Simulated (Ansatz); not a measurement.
TaP:
```
CELL_PARAMETERS angstrom
     -1.65506     1.65506     5.63832
      1.65506    -1.65506     5.63832
      1.65506     1.65506    -5.63832
ATOMIC_POSITIONS crystal
  Ta 0.99937 0.49937 0.50000
  Ta 0.24937 0.24937 0.00000
  P  0.41663 0.91663 0.50000
  P  0.66663 0.66663 0.00000
```

Relaxed with PBEsol. Special points in fractions of this cell's reciprocal vectors: Γ (0.000, 0.000, 0.000); X (0.000, 0.000, 0.500); P (0.250, 0.250, 0.250); N (0.000, 0.500, 0.000); M (0.500, 0.500, -0.500); S (0.272, 0.728, -0.272); S0 (-0.272, 0.272, 0.272); R (-0.043, 0.043, 0.500); G (0.500, 0.500, -0.043).

List the band energies nearest the Fermi level at these points for the program Ansatz at the PBEsol level (PAW).

In eV from the Fermi level; about four levels below and three above (degenerate sets whole), none deeper than 8.9 eV; points with the same levels are listed once.

```
k                                below                above
-  -----------------------------------  -------------------
Γ  -2.56 -2.56 -2.56 -2.00 -1.63 -1.63       1.03 2.04 2.65
X              -3.25 -3.25 -1.02 -1.02  3.55 3.55 3.73 3.73
P              -3.28 -3.28 -1.01 -1.01  3.56 3.56 3.74 3.74
N              -2.59 -2.38 -1.77 -0.23       0.11 1.55 2.63
M              -3.04 -3.04 -0.88 -0.88  1.49 1.49 2.89 2.89
S              -2.58 -2.56 -1.86 -0.17       0.11 2.01 2.58
R              -3.22 -3.22 -1.05 -1.05  3.28 3.28 3.63 3.63
```

Space group I4_1md. The first step of the workflow began from a Materials Project structure, measured or hypothetical; the Crystallography Open Database copy checked does not list it. COD files the formula under space group No. 141, so this cell is another polymorph or a model. Whether it is the stable phase at ambient conditions was not checked. The PBEsol relaxation kept the symmetry of its start; of distortions, only those at the zone centre were tested. No spin polarisation was allowed. A small band overlap can be real or an error of a semilocal functional. The Fermi level of a semimetal is unsure by some 0.05 eV on such meshes. Spin–orbit coupling is left out wherever it is not named.

Potentials: the earlier of the program's two PAW sets.
